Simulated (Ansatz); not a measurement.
Input file for Ansatz (a quantum-chemistry and plane-wave program):

Ansatz 0.2 input:
```yaml
crystal:
  lattice:
    - [2.7646864361, 0.0, 0.0]
    - [0.0, 2.7646864361, 0.0]
    - [0.0, 0.0, 4.0039466676]
  atoms:
    - { symbol: Al, position: [0.5, 0.5, 0.5] }
    - { symbol: Ti, position: [0.0, 0.0, 0.0] }
kpoints:
  mp_grid: { grid: [15, 15, 10] }
hamiltonian:
  xc: lda
  pseudopotentials: { kind: paw }
scf:
  occupations: { method: fermi_dirac, width: 0.1 }
phonons:
  method: dfpt
  response_accuracy: low
  eigenvectors: true
  rigid_motions: translations
```

Output (shortened):

```
Pseudopotential: Al, paw, valence charge 3
Pseudopotential: Ti, paw, valence charge 12
Functional definition: SPW92
Crystal: 2 atoms, lattice volume = 30.604 Å³
Basis set: ecut = 420 eV, 617 PW (Γ), exchange–correlation on 40×40×54 points (8 copies of the dense FFT grid, shifted against one another)
Bands: 12, of which v1, the nominal top of the filled ones, is band 8 counted from 1 (7 counted from 0)
Symmetry: 16 space group operations
k-points: 384 of 2250 (irreducible under 8 space group operations)
SCF iter   1: F=—  HF=-2964.057838 eV  |F-HF|=—  |Δ(HF+E_count)|=         —  Δρ=5.71e-3  dr2=1.43e-2  ethr=1.77e-3  ⟨swp⟩=5.0  Hψ=23345  notcnv=0
preconditioner: auto → none
SCF iter   2: F=—  HF=-2964.056465 eV  |F-HF|=—  |Δ(HF+E_count)|=   1.37e-3  Δρ=3.98e-3  dr2=9.04e-3  ethr=9.51e-5  ⟨swp⟩=1.0  Hψ=7680  notcnv=0
SCF iter   3: F=—  HF=-2964.054702 eV  |F-HF|=—  |Δ(HF+E_count)|=   1.76e-3  Δρ=3.85e-4  dr2=2.16e-5  ethr=6.03e-5  ⟨swp⟩=1.7  Hψ=5072  notcnv=0
SCF iter   4: F=—  HF=-2964.054712 eV  |F-HF|=—  |Δ(HF+E_count)|=   1.08e-5  Δρ=8.29e-5  dr2=1.26e-6  ethr=1.44e-7  ⟨swp⟩=2.7  Hψ=7722  notcnv=0
SCF iter   5: F=—  HF=-2964.054713 eV  |F-HF|=—  |Δ(HF+E_count)|=   2.03e-7  Δρ=1.14e-5  dr2=1.69e-8  ethr=8.43e-9  ⟨swp⟩=2.2  Hψ=5745  notcnv=0
SCF iter   6: F=—  HF=-2964.054713 eV  |F-HF|=—  |Δ(HF+E_count)|=   3.55e-9  Δρ=1.41e-6  dr2=4.81e-10  ethr=1.12e-10  ⟨swp⟩=2.6  Hψ=7621  notcnv=0
SCF iter   7: F=-2964.054713 eV  HF=-2964.054713 eV  |F-HF|=4.55e-13  |Δ(HF+E_count)|=  3.96e-11  Δρ=1.96e-7  dr2=4.97e-12  ethr=1.00e-12  ⟨swp⟩=3.7  Hψ=18279  notcnv=0
SCF 1 converged in 7 iterations: F = -2964.054713 eV  dr2 = 4.97e-12
DFPT response loops at Γ: preconditioner auto → Kerker (q_TF=auto, 2.423 Å⁻¹) (partly filled bands, converged f_vac=0.000) …
SCF converged after 7 iterations
Free energy (F): -2964.054713 eV
Harris-Foulkes:  -2964.054713 eV  (|F-HF|=4.55e-13)
Internal energy: -2963.996911 eV  (E = F + TS)
E sigma→0 (E₀):  -2964.025812 eV
Entropy (-TS):   -0.057801 eV (-28.901 meV/atom)
Fermi energy:    11.495559 eV
--- Per-component energies (eV) ---
  E_band       = -153.799264
  E_kinetic    = 298.734619
  E_local      = -1054.743475  (includes V_loc(G=0)·N_el)
  E_nonlocal   = 24.026661
  E_hartree    = 453.798831
  E_xc         = -137.299490
  E_vxc        = -152.602468  (∫ρ·V_xc dr)
  E_paw        = -1443.197663  (= ΣΔE_a)
  E_vpaw       = -176.812374  (= ΣTr[D̂ρ^β])
  E_aug_tail   = 0.000102  (compensation charges beyond the density's cutoff)
  E_ewald      = -1105.698162
  E_core_change = 0.381667  (= ΣΔE_core)
  E_smearing   = -0.057801  (= −TS)
  E_closure    = 0.000000  (closes the sum)
  Σ components = -2964.054713   (vs F -2964.054713, Δ=0.00e0)
  [band-id]    e_kinetic+e_local+e_nonlocal+2·e_hartree+e_vxc+e_vpaw+e_augmentation_tail = -153.799274   (vs E_band -153.799264, Δ=-9.89e-6)
--- Band table (eV; the first three rows and the last of 384) ---
  k-point 0: bands = ["-44.4180", "-21.1267", "-20.6409", "-20.6409", "2.2345", "9.4926", "10.5532", "11.2007", "13.7772", "13.7772", "14.9707", "18.0289"]
  k-point 1: bands = ["-44.4179", "-21.1289", "-20.6408", "-20.6408", "2.3310", "9.1124", "10.5694", "11.3676", "13.7383", "13.7383", "14.9721", "18.3275"]
  k-point 2: bands = ["-44.4177", "-21.1348", "-20.6407", "-20.6407", "2.6113", "8.2840", "10.6126", "11.6453", "13.6406", "13.6406", "14.9758", "19.0948"]
  k-point 383: bands = ["-44.2659", "-21.1431", "-21.1423", "-20.9986", "8.7956", "8.9592", "9.1439", "13.6895", "13.7085", "14.1984", "15.4281", "15.7525"]
--- Phonons (Γ-DFPT): 4 representative perturbations + reference, on 384 of 2250 k-points (Σ response iterations 10) ---
  ASR residual: 1.770e-3 → 0.000e0 eV/Å²; symmetrization residual: 4.674e-5 eV/Å²
  ASR residual per site (eV/Å²): 6.57e-5 1.77e-3
  Γ frequencies (cm⁻¹): 0.00 0.00 0.00 273.15 273.15 317.84
  non-analytic LO–TO correction: not included (Born effective charges unavailable; polar crystals: no LO–TO splitting at Γ)
```

Cost: roughly 40 core-seconds on shared cores.

Space group P4/mmm (L1₀ or tetragonal B2). Symmetry was held in the LDA relaxation; of distortions, only those at the zone centre were tested. The run is not spin-polarised. As this level gives no gap, phonon frequencies hold no LO–TO term and depend on the k-mesh and smearing (Fermi–Dirac, 0.1 eV here).

Potentials: the later of the program's two PAW sets.

Ansatz is a plane-wave DFT program.
